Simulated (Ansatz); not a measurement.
**Is this LiAl3O structure a true minimum?**

The cell was found from a proposed guess, not taken from experiment.

Level of theory: Ansatz, DFT PBE, scalar-relativistic, plane waves, PAW. Plane waves to 420 eV, a k mesh through Γ of 12×12×2 on the computed 10-atom cell and Gaussian smearing (0.10 eV); no spin polarisation.

The cell below (10 atoms, space group P-3m1 (No. 164)) is relaxed within its symmetry.

```
Li Al O
1.0
     2.85035    0.00000    0.00000
    -1.42517    2.46847    0.00000
     0.00000    0.00000   18.91272
Li Al O
2 6 2
Cartesian
  1.4252 0.8228 2.3895
  0.0000 1.6456 16.5232
  0.0000 0.0000 0.0000
  0.0000 0.0000 14.1272
  1.4252 0.8228 11.8129
  0.0000 0.0000 4.7856
  0.0000 1.6456 7.0999
  0.0000 0.0000 9.4564
  0.0000 1.6456 1.0228
  1.4252 0.8228 17.8899
```

For the test it was strained at random (σ = 1.5 % a component), the atoms were moved at random (σ = 0.05 Å), and all was relaxed again on a coarse 12×12×2 mesh (in the run’s order of axes) with 0.20 eV smearing, with no symmetry imposed.

Q: What happens?

A: It returns, within 1 meV/atom of the unmoved cell on that mesh and with the same symmetry when read at 0.1 Å (P1 at 0.01 Å, so small strains and shifts remain). So it is stable against the distortions that fit this cell and that this random move excites. Modes that don't fit the cell aren't tested.
